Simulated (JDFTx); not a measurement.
Input for a modified build of JDFTx: stibine, SbH3 (SMILES [SbH3]), charge 0, multiplicity 1, CANDLE, water, 1 M KF; lengths in bohr, energies in hartree. The run starts from orbitals saved by an earlier run of the same system.

```
lattice \
  18.8972612463 0.0000000000 0.0000000000 \
  0.0000000000 18.4248297151 0.0000000000 \
  0.0000000000 0.0000000000 16.0626720593
coords-type Cartesian
ion Sb 0.1925534776 -0.4745392448 -0.9367234132 0
ion H -2.2094636061 -1.3952568479 0.9367234132 0
ion H 2.2094636061 -2.0724860086 0.9351522469 0
ion H 0.5896522595 2.0724860086 0.9305008394 0
ion-species pseudo/sb_pbe_v1.4.upf
ion-species pseudo/h_pbe_v1.4.upf
elec-cutoff 20 100
elec-ex-corr gga-PBE
symmetries none
elec-n-bands 12
converge-empty-states yes
electronic-scf nIterations 100 energyDiffThreshold 1e-8
fluid LinearPCM
pcm-variant CANDLE
fluid-solvent H2O
fluid-cation K+ 1
fluid-anion F- 1
fluid-minimize nIterations 400 knormThreshold 1e-11
wavefunction read s0.wfns
dump-name s1.$VAR
dump End State Ecomponents EigStats BandEigs Forces ElecDensity IonicPositions FluidDebug
```

The log closes as follows.

```
[...]
SCF: Cycle: 11   Etot: -85.058464612334262   dEtot: -7.031e-09   |Residual|: 1.351e-05   |deigs|: 4.828e-05
SCF: Cycle: 12   Etot: -85.058464614165999   dEtot: -1.832e-09   |Residual|: 5.994e-06   |deigs|: 3.432e-06
SCF: Converged (|Delta E|<1.000000e-08 for 2 iters).
Converging empty states (this may take a while): |deigs|: 5.934e-05

# Ionic positions in cartesian coordinates:
ion Sb   0.192553477600000  -0.474539244800000  -0.936723413200000 0
ion H  -2.209463606100000  -1.395256847900000   0.936723413200000 0
ion H   2.209463606100000  -2.072486008600000   0.935152246900000 0
ion H   0.589652259500000   2.072486008600000   0.930500839400000 0

# Forces in Cartesian coordinates:
force Sb   0.000175582764058   0.000371989568491  -0.016179854055452 0
force H  -0.009462406947772  -0.003852936342751   0.005460712864051 0
force H   0.007904424623288  -0.006635210141400   0.005420798139161 0
force H   0.001508945666177   0.010229603476468   0.005179030435211 0

# Energy components:
   A_diel =        0.0004432669817938
   Eewald =      -10.6952481919919293
       EH =       61.8055962687814002
     Eloc =     -150.3434669602953306
      Enl =        8.8924886850572236
      Exc =      -23.0360766610361090
 Exc_core =        9.1244499307876996
       KE =       19.1933490475492370
-------------------------------------
     Etot =      -85.0584646141659988


	eMin: -1.199798 at state 0 ( [ +0.000000 +0.000000 +0.000000 ] spin 0 )
	HOMO: -0.229997 at state 0 ( [ +0.000000 +0.000000 +0.000000 ] spin 0 )
```

The run took 13 electronic cycles (a count that differs between repeats, as do the digits past 10⁻⁶ Ha); the highest occupied level lies at -6.26 eV from the bulk liquid; the total lies 0.02 eV from the vacuum run at this geometry. The continuum can't coordinate to the solute or react with it.
